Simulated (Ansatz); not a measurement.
One crystal and one scan (frozen-phonon scan) at two levels, PBE (plane waves to 420 eV, PAW, scalar-relativistic; Ansatz, an electronic-structure program) and r2SCAN (plane waves to 500 eV, PAW, scalar-relativistic; Ansatz), each from its own relaxed cell and on its own mesh.

The crystal is TiC (rock salt); a phonon pattern at X = (0.5, 0.5, 0.0) is frozen into a 4-atom cell, Q being the largest atomic displacement.

TiC is run without spin polarisation. TiC was relaxed with its symmetry unable to fall. With partly filled bands, energies and forces of such displacements shift with the k mesh and the smearing. Both scans cover Q from -0.280 to 0.280 Å.

```json
[
 {"quantity": "Lattice constant a (Å)", "run 1": "4.328", "run 2": "4.333"},
 {"quantity": "Energy at Q = 0.280 Å (meV/cell)", "run 1": "1979", "run 2": "1861"},
 {"quantity": "Harmonic wavenumber from the curvature (finite differences) (cm⁻¹ (negative: imaginary))", "run 1": "361", "run 2": "354"}
]
```

Which run is which level?

Run 2 is PBE, run 1 is r2SCAN. PBE gives the lower value for: energy at Q = 0.280 Å; harmonic wavenumber from the curvature. They agree on: lattice constant a (within 0.2 %). Both give the same space group of the distorted cell: P4/nmm (No. 129), lowered from Fm-3m. Neither level is exact: the differences show how much the result hangs on the functional.

(For displaced atoms, the force is minus the slope of the energy, and its curvature is a force constant, which sets phonon frequencies.)
